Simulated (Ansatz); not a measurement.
A structure of GeSe relaxed with PBEsol (plane waves to 420 eV, PAW, scalar-relativistic; Ansatz, an electronic-structure program); single points at other levels follow on the same geometry (Ansatz, PAW; HSE06 at 420 eV on a 2×6×6 k-mesh; no spin-orbit coupling). Space group Pnma (No. 62).

```cif
data_Ge4Se4
_chemical_formula_sum 'Ge4 Se4'
_space_group_name_H-M_alt 'Pnma'
_space_group_IT_number 62
_space_group_name_Hall '-P 2ac 2n'
_cell_length_a 10.72111
_cell_length_b 3.85300
_cell_length_c 4.26731
_cell_angle_alpha 90.000
_cell_angle_beta 90.000
_cell_angle_gamma 90.000
loop_
_atom_site_label
_atom_site_type_symbol
_atom_site_symmetry_multiplicity
_atom_site_Wyckoff_symbol
_atom_site_fract_x
_atom_site_fract_y
_atom_site_fract_z
_atom_site_occupancy
Ge1 Ge 4 c 0.38045 0.25000 0.39331 1
Se1 Se 4 c 0.14423 0.25000 0.49376 1
```

| level | gap (eV) | kind | conduction minimum |
|---|---|---|---|
| PBEsol | 0.38 | indirect | 17 % of the way from Γ to Z |
| HSE06 | 0.89 | – | Γ |

HSE06 gaps come from a coarse mesh plus a few chosen points, so they may be too large. No spin polarisation in the result.

The run could not lose the symmetry of its start.
